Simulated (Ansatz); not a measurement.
# NaB: two-dimensional strain map

The calculation used Ansatz, DFT LDA, scalar-relativistic, plane waves, PAW. Cutoff 420 eV, Γ-centred 16×16×16 k-points, Gaussian smearing of 0.15 eV. No spin polarisation. Energies are free energies at this smearing, counted from the undisturbed cell; pressure is positive in compression.

Reference structure (as given, not relaxed at this level; it stands at -2.5 GPa, and it needn't be the usual structure):

```xyz
2
Lattice="0.0000 2.6839 2.6839 2.6839 0.0000 2.6839 2.6839 2.6839 0.0000" Properties=species:S:1:pos:R:3 pbc="T T T"
Na    0.0000    0.0000    0.0000
B     2.6839    2.6839    2.6839
```

The cell is strained by p along both x and y and by q along z, fractional coordinates fixed. Points are written (p, q).

Energy above the undisturbed cell in meV/atom (a dash: not computed):

```csv
p \ q,-0.050,-0.025,0.000,0.025,0.050
-0.050,-7.2,?,?,3.9,16.9
-0.025,-11.8,–,?,–,13.5
0.000,-2.7,?,0.0,9.8,23.4
0.025,16.8,–,19.8,–,–
0.050,44.4,–,47.5,–,71.9
```

Fill in the withheld energies.

(-0.050, -0.025): -9.6; (-0.050, 0.000): -5.3; (-0.025, 0.000): -9.4; (0.000, -0.025): -4.7.